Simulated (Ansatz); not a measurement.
**Relaxing Sb$_{2}$Mo in the CdI2 type**

First guess:

```xyz
3
Lattice="3.9856 0.0000 0.0000 -1.9928 3.4516 0.0000 0.0000 0.0000 6.3770" Properties=species:S:1:pos:R:3 pbc="T T T"
Mo    0.0000    0.0000    0.0000
Sb    0.0000    2.3011    1.5942
Sb    1.9928    1.1505    4.7827
```

All numbers below come from DFT, PBE, PAW with Ansatz's default frozen-core files, scalar-relativistic in Ansatz 0.2.0.

Cell and atoms relax within the symmetry of the start on a 12×12×7 k mesh with 0.03 eV Fermi–Dirac smearing.

The start is built from a prototype, known or not as a phase of this compound; the cutoff is 420 eV.

No spin–orbit coupling, which matters for the heavy atoms here.

(1) What is the pressure of the first guess?

(2) What does it relax to?

(3) How much energy does the relaxation release?

## Answers

(1) -6.62 GPa.

(2) a = 3.480 Å, b = 3.480 Å, c = 6.471 Å, α = 90.00°, β = 90.00°, γ = 120.00° (conventional cell), 22.62 Å³ per atom:
```xyz
3
Lattice="3.4801 0.0000 0.0000 -1.7401 3.0139 0.0000 0.0000 0.0000 6.4706" Properties=species:S:1:pos:R:3 pbc="T T T"
Mo    0.0000    0.0000    0.0000
Sb    0.0000    2.0092    1.8849
Sb    1.7401    1.0046    4.5858
```

(3) 372 meV/atom.
